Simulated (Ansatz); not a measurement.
## Is this LiZr₄N₃ structure a true minimum?

The cell was found from a structure generator's guess, not taken from experiment.

Computed with Ansatz 0.2.0, DFT PBE, scalar-relativistic, plane waves, PAW. Settings: cutoff 420 eV, Γ-centred mesh 12×12×4 on the computed 8-atom cell, Gaussian smearing of 0.10 eV; no spin polarisation.

The cell below (8 atoms, space group P-3m1 (No. 164)) is relaxed within its symmetry.

```
Li Zr N
1.0
     3.22339    0.00000    0.00000
    -1.61170    2.79154    0.00000
     0.00000    0.00000   13.29182
Li Zr N
1 4 3
Direct
  0.00000 0.00000 0.00000
  0.33333 0.66667 0.80069
  0.33333 0.66667 0.39447
  0.66667 0.33333 0.19931
  0.66667 0.33333 0.60553
  0.00000 0.00000 0.50000
  0.00000 0.00000 0.29030
  0.00000 0.00000 0.70970
```

For the test it was strained at random (σ = 1.5 % a component), the atoms were moved at random (σ = 0.10 Å), and all was relaxed again on a coarse 6×6×2 mesh (in the run’s order of axes) with 0.20 eV smearing, with no symmetry imposed.

Question: Is the structure stable against such a distortion?

Answer: It returns, within 1 meV/atom of the unmoved cell on that mesh and with the same symmetry when read at 0.1 Å (Cm at 0.01 Å, so small strains and shifts remain). So it is stable against the distortions that fit this cell and that this random move excites. Modes that don't fit the cell aren't tested.
